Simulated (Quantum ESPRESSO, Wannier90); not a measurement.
## Hg (P6/mmm, model phase), plane waves to Wannier functions

```
begin unit_cell_cart
ang
    5.4666999676    0.0000000000    0.0000000000
   -2.7333499838    4.7343010468    0.0000000000
    0.0000000000    0.0000000000    3.1852200000
end unit_cell_cart
begin atoms_frac
Hg   0.3333333333 -0.3333333333  0.5000000000
Hg  -0.3333333333  0.3333333333  0.5000000000
Hg   0.0000000000  0.0000000000  0.0000000000
end atoms_frac
```

Cell from Materials Project (mp-10861), symmetrised, no further relaxation. This isn't the element's usual structure (rhombohedral); take it as a model of another phase. Computed values, not measurements, from LDA: Quantum ESPRESSO (norm-conserving PseudoDojo potentials, cutoff 48 Ry, no spin polarisation, no spin-orbit coupling) on a Γ-centred 4×4×6 mesh, then Wannier90. Density: 12×12×14 mesh, cold smearing 0.01 Ry. Spin-orbit coupling is left out although heavy elements are present.

A tight-binding model is made by disentanglement and projection with no localisation steps (num_iter = 0), so the 27 orbitals stay atom-like: hydrogen-like Hg: s;p;d, axes along x, y, z; frozen window up to 1.50 eV relative to the Fermi level. It follows pw.x to 8.4 meV rms for states up to 1.0 eV relative to the Fermi level. Matrix elements depend on this choice of orbitals and windows.

The 45 largest hoppings ⟨m,0|H|n,R⟩ between different sites (one of each Hermitian pair; signs follow the real orbitals' lobes; the list may end inside a set of equal values):

| m | n | R | distance of the centres (Å) | t (eV) |
|---|---|---|---|---|
| Hg1 pz | Hg1 pz | 0 0 1 | 3.19 | 2.398 |
| Hg2 pz | Hg2 pz | 0 0 1 | 3.19 | 2.398 |
| Hg1 py | Hg2 py | 1 0 0 | 3.20 | 2.388 |
| Hg3 pz | Hg3 pz | 0 0 1 | 3.19 | 2.319 |
| Hg2 px | Hg1 px | 0 1 0 | 3.18 | 1.712 |
| Hg1 px | Hg2 px | 1 -1 0 | 3.18 | 1.712 |
| Hg1 s | Hg2 py | 1 0 0 | 3.18 | 1.468 |
| Hg1 py | Hg2 s | 1 0 0 | 3.18 | -1.468 |
| Hg1 s | Hg1 pz | 0 0 1 | 3.19 | 1.451 |
| Hg1 pz | Hg1 s | 0 0 1 | 3.19 | -1.451 |
| Hg2 s | Hg2 pz | 0 0 1 | 3.19 | 1.451 |
| Hg2 pz | Hg2 s | 0 0 1 | 3.19 | -1.451 |
| Hg3 s | Hg3 pz | 0 0 1 | 3.19 | 1.347 |
| Hg3 pz | Hg3 s | 0 0 1 | 3.19 | -1.347 |
| Hg3 py | Hg1 py | 0 1 -1 | 3.52 | 1.273 |
| Hg2 py | Hg3 py | 0 1 0 | 3.52 | 1.273 |
| Hg3 py | Hg1 py | 0 1 0 | 3.52 | 1.273 |
| Hg2 py | Hg3 py | 0 1 1 | 3.52 | 1.273 |
| Hg2 s | Hg1 px | 0 1 0 | 3.17 | 1.271 |
| Hg2 px | Hg1 s | 0 1 0 | 3.17 | -1.271 |
| Hg1 s | Hg2 px | 1 -1 0 | 3.17 | 1.271 |
| Hg1 px | Hg2 s | 1 -1 0 | 3.17 | -1.271 |
| Hg2 px | Hg1 py | 0 1 0 | 3.16 | 1.170 |
| Hg2 py | Hg1 px | 0 1 0 | 3.16 | 1.170 |
| Hg1 px | Hg2 py | 1 -1 0 | 3.16 | -1.170 |
| Hg1 py | Hg2 px | 1 -1 0 | 3.16 | -1.170 |
| Hg3 px | Hg2 px | 1 0 -1 | 3.53 | 0.938 |
| Hg1 px | Hg3 px | 1 0 0 | 3.53 | 0.938 |
| Hg3 px | Hg2 px | 1 0 0 | 3.53 | 0.938 |
| Hg1 px | Hg3 px | 1 0 1 | 3.53 | 0.938 |
| Hg3 px | Hg1 px | 0 0 0 | 3.53 | 0.938 |
| Hg3 px | Hg2 px | 0 0 0 | 3.53 | 0.938 |
| Hg1 px | Hg3 px | 0 0 1 | 3.53 | 0.938 |
| Hg2 px | Hg3 px | 0 0 1 | 3.53 | 0.938 |
| Hg2 s | Hg1 s | 0 1 0 | 3.16 | -0.754 |
| Hg1 s | Hg2 s | 1 -1 0 | 3.16 | -0.754 |
| Hg1 s | Hg2 s | 1 0 0 | 3.16 | -0.754 |
| Hg1 s | Hg1 s | 0 0 1 | 3.19 | -0.742 |
| Hg2 s | Hg2 s | 0 0 1 | 3.19 | -0.742 |
| Hg2 s | Hg1 py | 0 1 0 | 3.15 | 0.734 |
| Hg2 py | Hg1 s | 0 1 0 | 3.15 | -0.734 |
| Hg1 s | Hg2 py | 1 -1 0 | 3.15 | -0.734 |
| Hg1 py | Hg2 s | 1 -1 0 | 3.15 | 0.734 |
| Hg3 py | Hg1 pz | 0 1 -1 | 3.54 | -0.713 |
| Hg2 pz | Hg3 py | 0 1 0 | 3.54 | -0.713 |
